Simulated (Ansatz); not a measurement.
AlGe$_{2}$N:
Space group R3m, hexagonal axes (No. 160); a = b = 3.6029 Å, c = 18.3200 Å, α = β = 90.00°, γ = 120.00°

```
atom  site  symmetry       x       y       z
----  ----  --------  ------  ------  ------
Al      3a        3m  0.0000  0.0000  0.9785
N       3a        3m  0.0000  0.0000  0.8761
Ge      3a        3m  0.0000  0.0000  0.5143
Ge      3a        3m  0.0000  0.0000  0.3810
```
(The calculation used a cell of 4 atoms; values per cell refer to that cell.)

Relaxed with r²SCAN (plane waves, PAW; program Ansatz). Indices refer to the conventional cell of R3m, a = b = 3.603 Å, c = 18.320 Å, α = β = 90.00°, γ = 120.00°.

### Question
Simulate the powder diffraction pattern (Mo Kα, λ = 0.71073 Å; lines above 1 %) up to 2θ = 45°.

### Answer
Simulated powder pattern, Mo Kα, λ = 0.71073 Å (kinematic, ideal powder, no thermal factors, no anomalous dispersion; the 30 strongest lines at most, above 1 %, up to 2θ = 45°):

```csv
2θ (°),d (Å),I/Imax (%),hkl
6.67,6.107,3.6,(0003)
13.27,3.076,58,(1 0 -1 1)
13.37,3.053,31,(0006)
13.82,2.954,100,(0 1 -1 2)
17.21,2.376,22,(0 1 -1 5)
20.11,2.036,9.1,(0009)
20.42,2.005,40,(1 0 -1 7)
22.20,1.846,40,(0 1 -1 8)
22.75,1.801,52,(1 1 -2 0)
26.00,1.580,8.6,(1 0 -1 10)
26.43,1.554,9.6,(0 2 -2 1)
26.48,1.552,28,(1 1 -2 6)
26.72,1.538,16,(2 0 -2 2)
28.67,1.435,5.2,(2 0 -2 5)
30.55,1.349,16,(1 1 -2 9)
30.76,1.340,12,(0 2 -2 7)
32.00,1.289,13,(2 0 -2 8)
32.13,1.284,6.6,(1 0 -1 13)
33.83,1.221,3.9,(0 0 0 15)
34.25,1.207,6.1,(0 1 -1 14)
35.15,1.177,7.8,(2 1 -3 1)
35.37,1.170,12,(1 2 -3 2)
36.91,1.123,4.5,(1 2 -3 5)
38.60,1.075,11,(2 1 -3 7)
38.61,1.075,3.6,(1 0 -1 16)
39.62,1.048,12,(1 2 -3 8)
39.96,1.040,8.0,(3 0 -3 0)
40.84,1.019,3.4,(0 1 -1 17)
41.16,1.011,12,(1 1 -2 15)
42.32,0.985,5.5,(3 0 -3 6)+(0 3 -3 6)
```

The start of the workflow was typed in or built on a structure type; neither database checked (COD, Materials Project) lists it. Whether it is the stable phase at ambient conditions was not checked. The cell was relaxed with r²SCAN under the symmetry of its start; its stability against distortions is not shown here. The volume moved by 16 % from the start of the relaxation. Its formation energy is positive at this level, so the cell may be metastable or incomplete.

Potentials: the earlier of the program's two PAW sets. The files were generated under PBE; for other functionals the program regenerates the frozen cores, and for LDA and PBEsol the local potential too.
